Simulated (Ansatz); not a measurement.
AlCu₃:
```
AlCu3
1.0
    3.58950     0.00000     0.00000
    0.00000     3.58950     0.00000
    0.00000     0.00000     3.58950
Al Cu
1 3
Cartesian
  0.00000   0.00000   0.00000
  1.79475   1.79475   0.00000
  0.00000   1.79475   1.79475
  1.79475   0.00000   1.79475
```

Relaxed with LDA. Special points in fractions of this cell's reciprocal vectors: Γ (0.000, 0.000, 0.000); X (0.000, 0.500, 0.000); M (0.500, 0.500, 0.000); R (0.500, 0.500, 0.500).

**Question.** List the band energies nearest the Fermi level at these points for plane-wave PAW LDA (Ansatz code).

**Answer.** In eV from the Fermi level; about four levels below and three above (degenerate sets whole), none deeper than 8.9 eV; points with the same levels are listed once.

```tsv
k	below	above
Γ	-2.08 -2.08 -2.08 -0.33 -0.33 -0.33	4.57 4.57 5.38
X	-3.06 -2.96 -2.53 -2.08	3.96 3.96 3.96 3.96
M	-2.83 -2.40 -1.18 -1.18	6.56 6.56 6.62
R	-2.26 -2.26 -2.26 -1.56	1.54 1.87 1.87 1.87
```

Space group Pm-3m (Cu3Au type). The workflow started from a Materials Project entry (that database holds measured and hypothetical structures alike); the Crystallography Open Database copy checked does not list it. With Al and Cu taken as one species the cell has the higher symmetry Fm-3m, so it may be an ordered model of a mixed-site phase. Whether it is the stable phase at ambient conditions was not checked. The cell was relaxed with LDA under the symmetry of its start; of distortions, only those at the zone centre were tested. No spin polarisation was allowed.

Potentials: the later of the program's two PAW sets.
